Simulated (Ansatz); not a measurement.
## CsAlF4: Electric field gradients

The cell is a COD entry, its atoms then relaxed with PBE in this cell.

Space group P-62m (No. 189); a = 9.5000, c = 3.7130 Å, γ = 120.00°.

```
site  Wyckoff  site symmetry       x       y       z
  Cs       3g            m2m  0.5685  0.0000  0.5000
  Al       3f            m2m  0.2190  0.0000  0.0000
  F7       6j            m..  0.4245  0.1585  0.0000
 F13       3g            m2m  0.2104  0.0000  0.5000
 F16       3f            m2m  0.8439  0.0000  0.0000
```

One atom of each set is listed.

The numbers come from a DFT calculation in Ansatz (PBE, plane waves and PAW, with spin–orbit coupling, 420 eV cutoff, Γ-centred 3×3×7 k-points, Fermi–Dirac smearing 0.02 eV).

Conventions: |V_zz| ≥ |V_yy| ≥ |V_xx|, η = (V_xx − V_yy)/V_zz, C_Q = eQV_zz/h.

Cs-133: I = 7/2, Q = -3.430 mb; Al-27: I = 5/2, Q = 146.6 mb. Nuclear quadrupole moments: year-2017 set (Pyykkö).

| site | atoms | first shell | V_xx, V_yy, V_zz (10²¹ V/m²) | η | C_Q (MHz) |
| --- | --- | --- | --- | --- | --- |
| Cs | 3 | 13 F at 3.11–3.55 Å; also 2 Cs at 3.71 Å | -0.14, -4.38, 4.51 | 0.94 | -0.374 |
| Al | 3 | 6 F at 1.77–1.86 Å | -0.58, -1.03, 1.61 | 0.28 | 5.69 |
| F7 | 6 | 1 Al at 1.77 Å; also 4 Cs at 3.11–3.16 Å | -2.91, -3.37, 6.28 | 0.07 | – |
| F13 | 3 | 2 Al at 1.86 Å, angle 175° | -5.91, -6.20, 12.11 | 0.02 | – |
| F16 | 3 | 2 Al at 1.86 Å, angle 152°; also 2 Cs at 3.21 Å | -4.68, -6.33, 11.01 | 0.15 | – |

At F7 V_zz points along its bond to Al (within 1°). At F13 V_zz points along the line of its two bonds (within 1°). At F16 V_zz runs parallel to the line that joins its two neighbours (within 1°).

F has no stable isotope with a ground-state quadrupole moment in the table, so no C_Q is given.

Where η is near 1 the sign of V_zz means little.
